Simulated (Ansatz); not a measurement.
ZrO₂ (baddeleyite type, space group P2_1/c)

```yaml
crystal:
  lattice:
    - [5.18930, 0.00000, 0.00000]
    - [0.00000, 5.24180, 0.00000]
    - [-0.90344, 0.00000, 5.30261]
  atoms:
    - { symbol: Zr, position: [0.27571, 0.04384, 0.21016] }
    - { symbol: Zr, position: [0.72429, 0.54384, 0.28984] }
    - { symbol: Zr, position: [0.72429, 0.95616, 0.78984] }
    - { symbol: Zr, position: [0.27571, 0.45616, 0.71016] }
    - { symbol: O, position: [0.06488, 0.32613, 0.35022] }
    - { symbol: O, position: [0.93512, 0.82613, 0.14978] }
    - { symbol: O, position: [0.93512, 0.67387, 0.64978] }
    - { symbol: O, position: [0.06488, 0.17387, 0.85022] }
    - { symbol: O, position: [0.45109, 0.75674, 0.47528] }
    - { symbol: O, position: [0.54891, 0.25674, 0.02472] }
    - { symbol: O, position: [0.54891, 0.24326, 0.52472] }
    - { symbol: O, position: [0.45109, 0.74326, 0.97528] }
```

The slice is a (100) plane (indices of the conventional cell) through the point (0.724, 0.956, 0.790) (fractional), spanned by u = [010] and v = [001] in vectors of this cell: u (5.24 Å) and v (5.38 Å, at 90° to u). It covers one period; positions are fractions (u, v).

Method: PBE (plane waves to 420 eV, PAW, scalar-relativistic; Ansatz, a first-principles code). k mesh 5×5×5. Near the nuclei the fields are pseudised (PAW); where an atom keeps semicore shells as valence, they peak there. The PAW data are Ansatz's earlier set. ZrO2 is run without spin polarisation. ZrO2 was relaxed with its symmetry unable to fall.

Problem. Sketch the electrostatic potential energy of an electron, from the cell's mean on this plane as a map.

Solution. 
```
|xxxx037999998730xxx|
|xxx00589999987400xx|
|xx0026899998876200x|
|0002567887766665200|
|0136677764222456531|
|5578876630000014655|
|7789986300xxx001467|
|889998500xxxxx00367|
|899997400xxxxxx0167|
|99999730xxxxxxx0168|
|999997400xxxxxx0268|
|999998500xxxxx00478|
|8999986300xxx001578|
|6778876530000014666|
|2246777664101345542|
|0002567887655565200|
|xx0026899887765200x|
|xxx00489998876300xx|
|xxxx037999988620xxx|
|xxxx027999998620xxx|
```
Scale: ten equal steps from 3.00 (start of '0') to 11.17 (end of '9'), in the order '0123456789'. Values: electrostatic potential energy of an electron, from the cell's mean, in eV. The map has 19 points along u (one character each, u = 0 at the left) and 20 along v (v = 0 in the bottom row). Points within 0.9 Å of a nucleus are blanked (x), as the pseudised field means little there. Values under 3 eV are set to 3. The zero, the cell's mean, hangs on the PAW cores.
